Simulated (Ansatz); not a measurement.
**NaMgF3 (Pm-3m), a vibration from a frozen displacement**

Method: DFT LDA, scalar-relativistic, plane waves, PAW in Ansatz 0.2.0. Cutoff 420 eV, Γ-centred 6×6×6 k-points, Gaussian smearing of 0.05 eV. No spin polarisation. Energies are free energies at this smearing, counted from the undisturbed cell; pressure is positive in compression.

Zero of the scan (as given, not relaxed at this level; it stands at -6.5 GPa, and it needn't be the usual structure):

```
CELL_PARAMETERS angstrom
3.95084 0.00000 0.00000
0.00000 3.95084 0.00000
0.00000 0.00000 3.95084
ATOMIC_POSITIONS crystal
Na 0.00000 0.00000 0.00000
Mg 0.50000 0.50000 0.50000
F 0.50000 0.50000 0.00000
F 0.50000 0.00000 0.50000
F 0.00000 0.50000 0.50000
```

Every Mg atom is moved by x along the Cartesian unit vector (0.000, 0.000, -1.000); the cell and all other atoms stay fixed. The cell's volume is 61.67 Å³; the moved atoms weigh 24.305 u together and the others 79.985 u. Some rows repeat others by symmetry and weren't run.

```
  x (Å)  ΔE (meV/cell) total force on the moved atoms along the move (eV/Å) pressure (GPa)
-0.3000         562.29                                                4.6807         -2.2299
-0.2625         405.76                                                3.6989         -3.3373
-0.2250         282.74                                                2.8870         -4.2412
-0.1875         187.51                                                2.2123         -4.9672
-0.1500         115.46                                                1.6464         -5.5354
-0.0750          27.38                                                0.7431         -6.2573
 0.0000           0.00                                                0.0000         -6.4888
 0.0750          27.38                                               -0.7431         -6.2573
 0.1500         115.46                                               -1.6464         -5.5354
 0.1875         187.51                                               -2.2123         -4.9672
 0.2250         282.74                                               -2.8870         -4.2412
 0.2625         405.76                                               -3.6989         -3.3373
 0.3000         562.29                                               -4.6807         -2.2299
```

Q: What frequency belongs to this motion?

A: The force constant is k = −dF/dx = 9.908 eV/Å², from the parabola through x = -0.0750, 0 and 0.0750. In every cell the moved atoms swing against the rest, so the mass is μ = m₁m₂/(m₁ + m₂) = 18.641 u, and ν̃ = 521.5 cm⁻¹ × √(|k|/μ) = 380 cm⁻¹, at this cell's pressure of -6.5 GPa. The pattern needn't be a normal mode: ν̃² is then a weighted mean of the squared nonzero frequencies at the zone centre of this cell, taken without macroscopic field, so it lies between the lowest and the highest of them.

Q: How far does the harmonic law reach?

A: At x = -0.300 Å, kx²/2 = 445.86 meV against the computed 562.29 meV (+26.1 %): the well stiffens in this direction at large amplitude.

Q: The pressure changes with x². What does that say about the frequency under compression?

A: With E = k(V)x²/2, k ∝ V^(−2γ) and x scaling with the cell as V^(1/3), P − P0 = −∂E/∂V = (2γ − 2/3) ΔE/V. At x = 0.1500 Å, V(P − P0) = 61.67 × 0.95341 / 160.2 eV = 366.98 meV and ΔE = 115.46 meV, so γ = 1/3 + V(P − P0)/(2ΔE) = 1.92. This is the Grüneisen parameter of the motion under uniform scaling of the cell: shrinking the cell evenly by 1 % in volume raises the frequency by about 1.92 %.

Many cubic perovskites lower their energy by tilts or polar distortions; a scan of this one displacement doesn't rule them out.